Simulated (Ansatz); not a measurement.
## Magnetic orders of CdCo3B

Computed with DFT PBE, scalar-relativistic, plane waves, PAW (Ansatz).

```
Cd B Co
1.0
     3.88756    0.00000    0.00000
     0.00000    3.88756    0.00000
     0.00000    0.00000    3.88756
Cd B Co
1 1 3
Direct
  0.00000 0.00000 0.00000
  0.50000 0.50000 0.50000
  0.50000 0.50000 0.00000
  0.50000 0.00000 0.50000
  0.00000 0.50000 0.50000
```

| Item | Value |
| --- | --- |
| plane-wave cutoff | 420 eV |
| Γ-centred k-mesh | 10×10×10 |
| occupation rule | Gaussian smearing, 0.1 eV |
| list of starting moments (μB, in atom order) | 0 0 2 2 2 |
| check for lower electronic states after the SCF | off |

All runs keep this geometry, which stands near equilibrium for the lowest state (largest force there 0.000 eV/Å, pressure 0.0 GPa; forces reach 0.23 eV/Å in another state) and needn't be a stable compound; relaxing each order can shift differences of a few meV. Signs run over the atoms with starting moments. A propagation vector, in units of the reciprocal vectors, doubles the cell, which takes an equally dense mesh. The large starts are 0 0 3.5 3.5 3.5 μB. The small starts are 0 0 0.5 0.5 0.5 μB. Site moments are spin moments in atom-centred spheres that scale with the neighbour distance. The states are those that the runs reached from these starts; a lower one can exist.

Question: Starts tried: no spin; ferromagnetic; large parallel starting moments; ferrimagnetic in the cell, signs ++-; antiferromagnetic, doubled cell, propagation vector (0, 0, 1/2); antiferromagnetic, doubled cell, propagation vector (0, 1/2, 1/2); antiferromagnetic, doubled cell, propagation vector (1/2, 1/2, 1/2); small parallel starting moments. Which state comes out lowest, and what are the moments?

Answer: The lowest state is ferromagnetic, reached from the start “ferromagnetic” and the start “large parallel starting moments” and the start “ferrimagnetic in the cell, signs ++-” and the start “small parallel starting moments”, with site moments (μB) B -0.07, Co +0.75 (×3).

| start | ends | energy above lowest (meV/atom) | site moments (μB) | gap on mesh (eV) | P (GPa) |
| --- | --- | --- | --- | --- | --- |
| no spin | non-magnetic | 33.6 | none over 0.05 | metal | -1.4 |
| ferromagnetic | ferromagnetic | 0.00 | B -0.07, Co +0.75 (×3) | metal | 0.0 |
| large parallel starting moments | ferromagnetic | 0.00 | B -0.07, Co +0.75 (×3) | metal | 0.0 |
| ferrimagnetic in the cell, signs ++- | ferromagnetic | 0.00 | B -0.07, Co +0.75 (×3) | metal | 0.0 |
| antiferromagnetic, doubled cell, propagation vector (0, 0, 1/2) | antiferromagnetic | 20.2 | Co +0.57, Co +0.91 (×2), Co -0.57, Co -0.91 (×2) | metal | 0.8 |
| antiferromagnetic, doubled cell, propagation vector (0, 1/2, 1/2) | antiferromagnetic | 22.6 | Co +0.66 (×2), Co +0.84, Co -0.66 (×2), Co -0.84 | metal | 0.4 |
| antiferromagnetic, doubled cell, propagation vector (1/2, 1/2, 1/2) | antiferromagnetic | 19.0 | Co +0.93 (×3), Co -0.93 (×3) | metal | 1.6 |
| small parallel starting moments | ferromagnetic | 0.00 | B -0.07, Co +0.75 (×3) | metal | 0.0 |

Cost: 8 runs of about 27 core-minutes in all, on Intel Xeon Processor @ 2.50GHz (Skylake/Cascade Lake) (shared hosts).